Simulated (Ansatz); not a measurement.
CoSn:
```
CELL_PARAMETERS angstrom
      5.24192     0.00000     0.00000
     -2.62096     4.53964     0.00000
      0.00000     0.00000     4.18693
ATOMIC_POSITIONS crystal
  Co 0.50000 0.00000 0.00000
  Co 0.50000 0.50000 0.00000
  Co 0.00000 0.50000 0.00000
  Sn 0.00000 0.00000 0.00000
  Sn 0.33333 0.66667 0.50000
  Sn 0.66667 0.33333 0.50000
```

Relaxed with r²SCAN. Special points in fractions of this cell's reciprocal vectors: Γ (0.000, 0.000, 0.000); M (0.500, 0.000, 0.000); K (0.333, 0.333, 0.000); A (0.000, 0.000, 0.500); L (0.500, 0.000, 0.500); H (0.333, 0.333, 0.500).

List the band energies nearest the Fermi level at these points for r²SCAN (plane waves, PAW; program Ansatz).

In eV from the Fermi level; about four levels below and three above (degenerate sets whole), none deeper than 8.9 eV; points with the same levels are listed once.

```csv
k,below,above
Γ,-0.52 -0.52 -0.45 -0.45,0.69 0.76 1.54 1.54
M,-1.06 -0.72 -0.47 -0.45,0.86 1.02 1.86
K,-1.06 -1.06 -0.64 -0.25,1.27 1.54 1.54
A,-0.54 -0.54 -0.48 -0.48 -0.01,0.69 1.51 1.82
L,-0.56 -0.53 -0.43 -0.19,0.52 1.39 4.32
H,-0.70 -0.70 -0.58 -0.19,1.41 3.62 3.62
```

Space group P6/mmm. The cell was relaxed with r²SCAN under the symmetry of its start; of distortions, only those at the zone centre were tested. The workflow began spin-polarised and lost its moments. Scalar-relativistic: spin–orbit coupling is off unless named, which matters more the heavier the elements.

Potentials: the later of the program's two PAW sets.
